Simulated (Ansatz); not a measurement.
NMR crystallography of ZnO with Gd replacing Zn: given against relaxed positions

Start: a supercell of ZnO (wurtzite type, P6_3mc) built from an entry of the Crystallography Open Database (COD), with all atoms left at the host's positions.

Space group P3m1 (No. 156); a = 6.4986, c = 10.4114 Å, γ = 120.00°.

| site | Wyckoff | site symmetry | x | y | z |
| --- | --- | --- | --- | --- | --- |
| Gd | 1a | 3m. | 0.0000 | 0.0000 | 0.2500 |
| Zn2 | 1a | 3m. | 0.0000 | 0.0000 | 0.7500 |
| Zn3 | 3d | .m. | 0.0000 | 0.5000 | 0.2500 |
| Zn4 | 3d | .m. | 0.0000 | 0.5000 | 0.7500 |
| Zn9 | 3d | .m. | 0.1667 | 0.8333 | 0.0000 |
| Zn10 | 3d | .m. | 0.1667 | 0.8333 | 0.5000 |
| Zn15 | 1c | 3m. | 0.6667 | 0.3333 | 0.0000 |
| Zn16 | 1c | 3m. | 0.6667 | 0.3333 | 0.5000 |
| O17 | 3d | .m. | 0.1667 | 0.8333 | 0.1895 |
| O18 | 3d | .m. | 0.1667 | 0.8333 | 0.6895 |
| O23 | 1c | 3m. | 0.6667 | 0.3333 | 0.1895 |
| O24 | 1c | 3m. | 0.6667 | 0.3333 | 0.6895 |
| O25 | 1a | 3m. | 0.0000 | 0.0000 | 0.4395 |
| O26 | 1a | 3m. | 0.0000 | 0.0000 | 0.9395 |
| O27 | 3d | .m. | 0.0000 | 0.5000 | 0.4395 |
| O28 | 3d | .m. | 0.0000 | 0.5000 | 0.9395 |

One atom of each set is listed.

All values are calculated (Ansatz; DFT, PBE, plane waves and PAW, scalar-relativistic, collinear spin, 420 eV cutoff, Γ-centred 3×3×2 k-points, Fermi–Dirac smearing 0.01 eV, cell charge +1), not measured. Start moments as typed (μB): 7 on each Gd, none on the rest.

The largest force at the start is 4.1 eV/Å. Relaxing the ions at fixed cell moves them by 0.172 Å at most (atom 25, O) and 0.086 Å rms.

```json
{"site": "Gd", "moved (Å)": "0.030", "first shell before": "4 O at 1.97–1.98 Å", "first shell after": "4 O at 2.13–2.18 Å", "V_zz before (10²¹ V/m²)": "0.48", "η before": "0.00"}
{"site": "Zn2", "moved (Å)": "0.042", "first shell before": "4 O at 1.97–1.98 Å", "first shell after": "4 O at 1.97–2.03 Å", "V_zz before (10²¹ V/m²)": "0.81", "η before": "0.00"}
{"site": "Zn3", "moved (Å)": "0.007", "first shell before": "4 O at 1.97–1.98 Å", "first shell after": "4 O at 1.95–1.97 Å", "V_zz before (10²¹ V/m²)": "1.38", "η before": "0.72"}
{"site": "Zn4", "moved (Å)": "0.033", "first shell before": "4 O at 1.97–1.98 Å", "first shell after": "4 O at 1.96–1.97 Å", "V_zz before (10²¹ V/m²)": "0.41", "η before": "0.23"}
{"site": "Zn9", "moved (Å)": "0.132", "first shell before": "4 O at 1.97–1.98 Å", "first shell after": "4 O at 1.94–2.00 Å", "V_zz before (10²¹ V/m²)": "1.65", "η before": "0.21"}
{"site": "Zn10", "moved (Å)": "0.099", "first shell before": "4 O at 1.97–1.98 Å", "first shell after": "4 O at 1.95–1.99 Å", "V_zz before (10²¹ V/m²)": "1.11", "η before": "0.51"}
{"site": "Zn16", "moved (Å)": "0.028", "first shell before": "4 O at 1.97–1.98 Å", "first shell after": "4 O at 1.96–1.98 Å", "V_zz before (10²¹ V/m²)": "-0.57", "η before": "0.00"}
{"site": "O17", "moved (Å)": "0.170", "first shell before": "3 Zn at 1.97–1.98 Å, 1 Gd at 1.98 Å", "first shell after": "3 Zn at 1.95–2.00 Å, 1 Gd at 2.13 Å", "V_zz before (10²¹ V/m²)": "-5.27", "η before": "0.14"}
{"site": "O18", "moved (Å)": "0.066", "first shell before": "4 Zn at 1.97–1.98 Å", "first shell after": "4 Zn at 1.95–1.97 Å", "V_zz before (10²¹ V/m²)": "0.39", "η before": "0.14"}
{"site": "O23", "moved (Å)": "0.034", "first shell before": "4 Zn at 1.97–1.98 Å", "first shell after": "4 Zn at 1.97–2.00 Å", "V_zz before (10²¹ V/m²)": "-1.12", "η before": "0.00"}
{"site": "O25", "moved (Å)": "0.172", "first shell before": "1 Gd at 1.97 Å, 3 Zn at 1.98 Å", "first shell after": "3 Zn at 1.99 Å, 1 Gd at 2.18 Å", "V_zz before (10²¹ V/m²)": "-6.02", "η before": "0.00"}
{"site": "O26", "moved (Å)": "0.094", "first shell before": "4 Zn at 1.97–1.98 Å", "first shell after": "4 Zn at 1.97–2.03 Å", "V_zz before (10²¹ V/m²)": "0.48", "η before": "0.00"}
{"site": "O27", "moved (Å)": "0.014", "first shell before": "4 Zn at 1.97–1.98 Å", "first shell after": "4 Zn at 1.97–1.98 Å", "V_zz before (10²¹ V/m²)": "0.54", "η before": "0.75"}
{"site": "O28", "moved (Å)": "0.038", "first shell before": "4 Zn at 1.97–1.98 Å", "first shell after": "4 Zn at 1.94–1.97 Å", "V_zz before (10²¹ V/m²)": "0.21", "η before": "0.24"}
```

Question: What are V_zz and η after the relaxation?

Answer: 

```
site  V_zz after  η after  change of V_zz
  Gd       -0.20     0.00           -0.68
 Zn2        1.84     0.00           +1.03
 Zn3        1.93     0.87           +0.55
 Zn4        0.96     0.77           +0.55
 Zn9        3.70     0.60           +2.05
Zn10       -1.96     0.69               –
Zn16       -0.26     0.00           +0.31
 O17       -5.82     0.16           -0.55
 O18       -1.05     0.55               –
 O23       -0.89     0.00           +0.23
 O25       -5.55     0.00           +0.47
 O26       -0.45     0.00           -0.93
 O27        0.79     0.93               –
 O28       -0.93     0.38               –
```

The largest change of V_zz along a kept axis is on Zn9, from 1.65 to 3.70. In per cent, |V_zz| changes by -54 to +126 on Zn, -21 to +10 on O (all sites that start above 0.5, bar those whose gradient vanishes or changes sign or whose main axis turns by over 40°). Where |V_zz| stays above 0.1 and the axes keep their order, η moves most on Zn4, from 0.23 to 0.77. On Zn3 V_xx and V_yy change places (or their axes turn by over 50°), so the two values of η hide a larger change. V_zz changes sign on O26 (same axis), Gd (same axis), O24 (same axis) (not all in the table). On Zn10, O27, O18, O28 the largest principal value lies along another axis in the second run, so the two V_zz can't be compared directly. The table leaves out 2 of the 16 sites, with |V_zz| up to 1.23; their tensors move by 0.48 at most along any direction. The statements above cover all sites. The host's own positions weren't relaxed first, so part of the change far from the defect can be the host's relaxation.

The defect repeats with the cell of 32 atoms, so it feels its images: sites between two images don't show the values beside a lone defect, and zeros or small values of η there can come from the images' arrangement. O and Zn carry a gradient in the pure host already, so the values there aren't the defect's effect alone. A uniform background compensates the cell's charge. Without spin–orbit coupling the gradients at and beside Gd can be off by some per cent, at some sites by more.
Before: With a gap of 0.8 eV on this mesh, small gradients can still move by 0.1 × 10²¹ V/m² or more as the k-mesh gets denser. The cell keeps the host's lattice, where the PBE pressure is 12 GPa (in a charged cell this depends on the convention for the mean potential). The neighbours have not yet relaxed around the defect (largest force 4.1 eV/Å), so the values at and beside it are those of a strained start, not of the defect in a real crystal.
After: The relaxation keeps the site symmetry 3m of the start, so the impurity can move only along its axis; a start off the site could end lower. With a gap of 0.9 eV on this mesh, small gradients can still move by 0.1 × 10²¹ V/m² or more as the k-mesh gets denser. The cell keeps the host's lattice, where the PBE pressure is 10 GPa (in a charged cell this depends on the convention for the mean potential).
